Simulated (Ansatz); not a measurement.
Ag5Pb2O6:
```
Ag5Pb2O6
1.0
    5.91620     0.00000     0.00000
   -2.95810     5.12358     0.00000
    0.00000     0.00000     6.42384
Ag Pb O
5 2 6
Direct
  0.00000   0.00000   0.22063
  0.00000   0.00000   0.77937
  0.00000   0.50000   0.00000
  0.50000   0.50000   0.00000
  0.50000   0.00000   0.00000
  0.66667   0.33333   0.50000
  0.33333   0.66667   0.50000
  0.62501   0.62501   0.30577
  0.37499   0.37499   0.69423
  0.37499   0.00000   0.30577
  0.62501   0.00000   0.69423
  0.00000   0.37499   0.30577
  0.00000   0.62501   0.69423
```

Relaxed with PBEsol. Special points in fractions of this cell's reciprocal vectors: Γ (0.000, 0.000, 0.000); M (0.500, 0.000, 0.000); K (0.333, 0.333, 0.000); A (0.000, 0.000, 0.500); L (0.500, 0.000, 0.500); H (0.333, 0.333, 0.500); H2 (0.333, 0.333, -0.500).

Task: List the band energies nearest the Fermi level at these points for PBEsol with spin–orbit coupling in the plane-wave PAW code Ansatz.

Result: In eV from the Fermi level; about four levels below and three above (degenerate sets whole), none deeper than 8.9 eV; points with the same levels are listed once.

```tsv
k	below	above
Γ	-1.03 -1.03 -0.95 -0.95	0.56 0.56 2.27 2.27
M	-1.52 -1.52 -1.01 -1.01	0.18 0.18 0.18 0.18
K	-1.41 -1.41 -1.34 -1.34	0.46 0.46 0.47 0.47
A	-0.87 -0.87 -0.85 -0.85	1.17 1.17 1.60 1.60
L	-1.37 -1.37 -1.14 -1.14	0.67 0.67 0.85 0.85
H	-1.43 -1.43 -1.36 -1.36	0.82 0.82 0.83 0.83
```

Space group P-31m. The first step of the workflow began from a Materials Project structure, measured or hypothetical; the Crystallography Open Database files this formula in space group No. 162, but the cells were not matched. Its standing as an ambient phase is unchecked. The cell was relaxed with PBEsol under the symmetry of its start; its stability against distortions is not shown here. No spin polarisation was allowed. With an odd number of electrons in the cell and no spin polarisation, the count alone makes it a metal.

Potentials: the later of the program's two PAW sets.
